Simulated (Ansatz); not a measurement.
AlBN₂:
```cif
data_Al4B4N8
_chemical_formula_sum 'Al4 B4 N8'
_space_group_name_H-M_alt 'I-42d'
_space_group_IT_number 122
_space_group_name_Hall 'I -4 2bw'
_cell_length_a 4.08751
_cell_length_b 4.08751
_cell_length_c 7.61718
_cell_angle_alpha 90.000
_cell_angle_beta 90.000
_cell_angle_gamma 90.000
loop_
_atom_site_label
_atom_site_type_symbol
_atom_site_symmetry_multiplicity
_atom_site_Wyckoff_symbol
_atom_site_fract_x
_atom_site_fract_y
_atom_site_fract_z
_atom_site_occupancy
Al1 Al 4 a 0.00000 0.00000 0.00000 1
B1 B 4 b 0.00000 0.00000 0.50000 1
N1 N 8 d 0.25000 0.19315 0.37500 1
```
(The calculation used a cell of 8 atoms; values per cell refer to that cell.)

This is the PBEsol-relaxed structure.

Question: All from the program Ansatz at the PBEsol level (PAW), unless another level is named. Predict the HSE06 gap on the PBEsol cell.

Answer: 4.06 eV.

Question: What about the band gap?

Answer: 2.69 eV (direct).

Question: Give the formation energy from the elements (no fitted shifts).

Answer: -1173 meV/atom.

Question: What about the hole effective mass?

Answer: 0.39, 0.88, 0.88 mₑ (principal values).

Question: Next, the valence-band maximum?

Answer: at Γ.

The start of the workflow was typed in or built on a structure type; neither database checked (COD, Materials Project) lists it. Its standing as an ambient phase is unchecked. The cell was relaxed with PBEsol under the symmetry of its start; whether a distortion lowers the energy is not shown. The references are the lowest solids computed at this level, not always the standard phases (solids in place of the gases).

Potentials: the earlier of the program's two PAW sets. The files were generated under PBE; for other functionals the program regenerates the frozen cores, and for LDA and PBEsol the local potential too.
